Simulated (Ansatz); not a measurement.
Ca:
```yaml
crystal:
  lattice:
    - [0.00000, 2.71743, 2.71743]
    - [2.71743, 0.00000, 2.71743]
    - [2.71743, 2.71743, 0.00000]
  atoms:
    - { symbol: Ca, position: [0.00000, 0.00000, 0.00000] }
```

Relaxed with PBE+D3(BJ). Special points in fractions of this cell's reciprocal vectors: Γ (0.000, 0.000, 0.000); X (0.500, 0.000, 0.500); U (0.625, 0.250, 0.625); K (0.375, 0.375, 0.750); L (0.500, 0.500, 0.500); W (0.500, 0.250, 0.750).

Q: List the band energies nearest the Fermi level at these points for plane-wave PAW PBE+D3(BJ) (Ansatz code).

A: In eV from the Fermi level; about four levels below and three above (degenerate sets whole), none deeper than 8.9 eV; points with the same levels are listed once.

```json
[
 {"k": "Γ", "below": "-4.11", "above": "2.40 2.40 2.40"},
 {"k": "X", "below": "-0.51", "above": "0.55 1.06 4.25"},
 {"k": "U", "below": "0.00", "above": "0.41 0.88 3.38"},
 {"k": "L", "below": "-1.01 -0.13", "above": "2.27 2.27 4.26 4.26"},
 {"k": "W", "below": "–", "above": "0.17 0.72 0.72"}
]
```

Space group Fm-3m (fcc (Cu type)). Symmetry was held in the PBE+D3(BJ) relaxation. The pairwise dispersion correction was not fitted to metals.

Potentials: the later of the program's two PAW sets.
